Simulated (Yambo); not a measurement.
Yambo run on K₂NaRhF₆ (space group Fm-3m, No. 225). The wavefunctions are PBEsol (pw.x of Quantum ESPRESSO, ONCV potentials, without SOC) ones on a 2×2×2 mesh (43 occupied bands); a = b = c = 6.0243 Å, α = β = γ = 60.00°.

Yambo input:

```
rim_cut
HF_and_locXC
RandQpts= 1000000
RandGvec= 1 Ry
EXXRLvcs= 88 Ry
VXCRLvcs= 352 Ry
% QPkrange
 1 | 1 | 43 | 44 |
 2 | 2 | 43 | 44 |
 3 | 3 | 43 | 44 |
%
```

k points by index: 1 = Γ, 2 = L, 3 = X.

Table of the .hf output:

```
#    K-point    Band    Eo [eV]    Ehf [eV]    Vxc [eV]    Vnlxc [eV]
#
    1    43    -0.185888    -6.556369    -22.63211    -29.00259
    1    44    2.157602    8.123923    -23.94013    -17.97381
    2    43    -0.087517    -6.484768    -22.92655    -29.32380
    2    44    2.073594    8.022858    -23.71393    -17.76466
    3    43    0.000000    -6.441737    -23.22003    -29.66177
    3    44    1.738024    7.700734    -22.54012    -16.57741
```
Exchange alone, without screening.

Geometry of the Materials Project entry, not relaxed at this level.
